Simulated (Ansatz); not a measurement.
Data:

Te2Mo:
Space group P6₃/mmc (No. 194); a = b = 3.4729 Å, c = 13.7764 Å, α = β = 90.00°, γ = 120.00°

| atom | site | symmetry | x | y | z |
|---|---|---|---|---|---|
| Mo | 2c | -6m2 | 0.3333 | 0.6667 | 0.2500 |
| Te | 4f | 3m. | 0.6667 | 0.3333 | 0.1196 |

This is the LDA-relaxed structure.

Task: All from DFT-LDA in the program Ansatz with PAW potentials, unless another level is named. Give the formation energy from the elements (no fitted shifts).

Result: -0.29 eV/atom.

Task: What about the smallest direct gap on the standard path?

Result: 1.10 eV.

Task: Predict the band gap.

Result: 0.64 eV (indirect).

Task: Predict the weight of the conduction-edge state by species (Voronoi cells).

Result: Mo 59 %, Te 41 %.

Task: Give the valence-band maximum.

Result: at Γ.

Space group P6_3/mmc. The LDA relaxation kept the symmetry of its start; of distortions, only those at the zone centre were tested. No spin polarisation was allowed. The volume moved by -17 % from the start of the relaxation. A crystal of weakly bound layers computed without a dispersion correction: the cell and the soft elastic constants depend strongly on that. The references are the lowest solids computed at this level, not always the standard phases. Scalar-relativistic: spin–orbit coupling is off unless named, which matters more the heavier the elements.

Potentials: the later of the program's two PAW sets.
